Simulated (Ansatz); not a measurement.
The cell below belongs to a search over invented structures; it isn't taken from experiment.

Input and command of a plane-wave DFT calculation in Ansatz:

```yaml
crystal:
  lattice:
    - [5.1, -4.95, 0.0]
    - [5.1, 4.95, 0.0]
    - [0.0, 0.0, 4.35]
  atoms:
    - { symbol: Si, position: [0.102, 0.102, 0.08] }
    - { symbol: Si, position: [0.898, 0.898, 0.92] }
    - { symbol: P, position: [0.7687, 0.4353, 0.08] }
    - { symbol: P, position: [0.5647, 0.2313, 0.92] }
    - { symbol: P, position: [0.9353, 0.2687, 0.42] }
    - { symbol: P, position: [0.7313, 0.0647, 0.58] }
    - { symbol: P, position: [0.602, 0.602, 0.42] }
    - { symbol: P, position: [0.398, 0.398, 0.58] }
    - { symbol: P, position: [0.2313, 0.5647, 0.92] }
    - { symbol: P, position: [0.4353, 0.7687, 0.08] }
    - { symbol: P, position: [0.0647, 0.7313, 0.58] }
    - { symbol: P, position: [0.2687, 0.9353, 0.42] }
basis:
  ecutwfc: 420
kpoints:
  mp_grid: { grid: [3, 3, 4] }
hamiltonian:
  xc: pbe
scf:
  occupations: { method: gaussian, width: 0.2 }
  lower_state_search: "off"
output:
  forces: true
  stress: true
  eigenvalues: true
relax:
  adjacent_minimum: "off"
  f_tol: 0.08
  max_steps: 16
  cell: { stress_tol: 0.8 }
```

```bash
ansatz run input.yaml --threads 1 --pin off --max-ram 2560MiB --backend cpu --events-out ev --progress --plain --runs-dir out
```

Processor: Intel(R) Xeon(R) Processor @ 2.50GHz (Skylake/Cascade Lake), 1 thread, on a host shared with other jobs.

Problem. Estimate time, memory and problem size.

Solution. About 2.1 min, peak memory 0.5 GiB. It solves 41 bands at 14 k points (after reduction by symmetry) with about 4659 plane waves (on the last cell), in 40 SCF iterations over 7 ionic steps.
